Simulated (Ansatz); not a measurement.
A generator proposed this cell of RbNa2.

```
Rb Na
1.0
     5.54621    0.00000    0.00000
     0.00000    5.54621    0.00000
     0.00000    0.00000    6.42382
Rb Na
2 4
Direct
  0.00000 0.00000 0.50000
  0.50000 0.50000 0.50000
  0.50000 0.00000 0.25803
  0.00000 0.50000 0.74197
  0.00000 0.00000 0.00000
  0.50000 0.50000 0.00000
```

Level of theory: DFT PBE, scalar-relativistic, plane waves, PAW in Ansatz. Cutoff 420 eV; k points 4×4×4 on the computed 6-atom cell (Γ-centred); Gaussian smearing, width 0.10 eV; no spin polarisation.

The zero of energy is the elements' standard structures at the same level; no fitted shifts are applied.

Problem. How far from equilibrium is it?

Solution. The pressure is 7.2 GPa (the mean over three directions, positive in compression), the largest force is 0.89 eV/Å, and the energy is +0.61 eV/atom against the elements. The shortest distance is 3.18 Å.

Problem. How much does it gain on relaxing, and where does it end?

Solution. Relaxing gains about 0.51 eV/atom (the start's value is from the coarse mesh, so the gain is rough) in 20 ionic steps and ends at +0.11 eV/atom on the finer mesh. The symmetry stays P4/nmm (No. 129). The volume per atom grows by 77.0 %, from 32.9 to 58.3 Å³. The shortest distance goes from 3.18 Å (Rb–Na) to 3.39 Å (Na–Na). Conventional cell: a = 6.774 Å, c = 7.623 Å. Rb has 2 Na at 3.81 Å and 4 Rb at 4.79 Å; Na on a site of symmetry 4mm is surrounded by 4 Na at 3.39 Å; around Na on a site of symmetry -4m2 lie 4 Na at 3.39 Å and 2 Rb at 3.81 Å.

The last run used a 6×6×6 mesh for its 6-atom cell and Gaussian smearing of 0.10 eV. The relaxation can't lower the symmetry of the start. Symmetry constrained the relaxation, so the result can be a saddle point.
